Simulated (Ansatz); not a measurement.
Consider the following.

SiO$_{2}$:
```cif
data_O2Si
_chemical_formula_sum 'Si1 O2'
_space_group_name_H-M_alt 'P 1'
_space_group_IT_number 1
_cell_length_a 5.00864
_cell_length_b 5.00864
_cell_length_c 5.00864
_cell_angle_alpha 30.962
_cell_angle_beta 30.962
_cell_angle_gamma 30.962
loop_
_space_group_symop_operation_xyz
  'x, y, z'
loop_
_atom_site_label
_atom_site_type_symbol
_atom_site_fract_x
_atom_site_fract_y
_atom_site_fract_z
_atom_site_occupancy
Si1 Si 0.00000 0.00000 0.00000 1
O1 O 0.27024 0.27024 0.27024 1
O2 O 0.72976 0.72976 0.72976 1
```

This is the r²SCAN-relaxed structure.

Problem. All from DFT-r²SCAN in the program Ansatz with PAW potentials, unless another level is named. Give the band gap.

Solution. 7.33 eV (indirect).

Problem. Predict the electron effective mass.

Solution. 0.38, 0.38, 0.75 mₑ (principal values).

Problem. What about the hole effective mass?

Solution. 1.3, 2.3, 5.7 mₑ (principal values).

Problem. Give the conduction-band minimum.

Solution. at Γ.

Problem. And the weight of the conduction-edge state by species (Voronoi cells)?

Solution. O 67 %, Si 33 %.

Problem. And the weight of the valence-edge state by species (Voronoi cells)?

Solution. O 97 %, Si 3 %.

Space group R-3m. The cell is a constructed one: a structure type filled with these elements; the Crystallography Open Database copy checked does not list it. It is not the phase usual at ambient conditions (space group No. 92, 152, 154). Symmetry was held in the r²SCAN relaxation; whether a distortion lowers the energy is not shown. A crystal of weakly bound layers computed without a dispersion correction: the cell and the soft elastic constants depend strongly on that.

Potentials: the later of the program's two PAW sets.
